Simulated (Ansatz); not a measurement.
La2PBr2:
```
La2PBr2
1.0
    4.27449     0.00000     0.00000
   -2.13725     3.70182     0.00000
    0.00000     0.00000    10.34430
La P Br
2 1 2
Direct
  0.33333   0.66667   0.84169
  0.66667   0.33333   0.15831
  0.00000   0.00000   0.00000
  0.66667   0.33333   0.66111
  0.33333   0.66667   0.33889
```

Relaxed with r²SCAN. Special points in fractions of this cell's reciprocal vectors: Γ (0.000, 0.000, 0.000); M (0.500, 0.000, 0.000); K (0.333, 0.333, 0.000); A (0.000, 0.000, 0.500); L (0.500, 0.000, 0.500); H (0.333, 0.333, 0.500).

Problem. List the band energies nearest the Fermi level at these points for r²SCAN (plane waves, PAW; program Ansatz).

Solution. In eV from the Fermi level; about four levels below and three above (degenerate sets whole), none deeper than 8.9 eV; points with the same levels are listed once.

| k | below | above |
|---|---|---|
| Γ | -4.37 -4.37 -2.81 -2.45 -2.45 | 0.76 0.80 0.80 |
| M | -3.02 -2.60 -2.44 -0.79 | 1.40 1.48 1.61 |
| K | -4.45 -4.45 -2.93 -2.93 -2.68 | 0.91 0.94 0.94 |
| A | -4.29 -4.29 -3.10 -2.46 -2.46 | 0.74 0.81 0.81 |
| L | -3.12 -2.61 -2.42 -0.70 | 1.28 1.46 1.61 |
| H | -4.49 -4.49 -2.92 -2.92 -2.68 | 0.93 0.98 0.98 |

Space group P-3m1. The first step of the workflow began from a Materials Project structure, measured or hypothetical; the Crystallography Open Database copy checked does not list it. Whether it is the stable phase at ambient conditions was not checked. The cell was relaxed with r²SCAN under the symmetry of its start; its stability against distortions is not shown here. A crystal of weakly bound layers computed without a dispersion correction: the cell and the soft elastic constants depend strongly on that. With an odd number of electrons in the cell and no spin polarisation, the count alone makes it a metal. Scalar-relativistic: spin–orbit coupling is off unless named, which matters more the heavier the elements.

Potentials: the later of the program's two PAW sets.
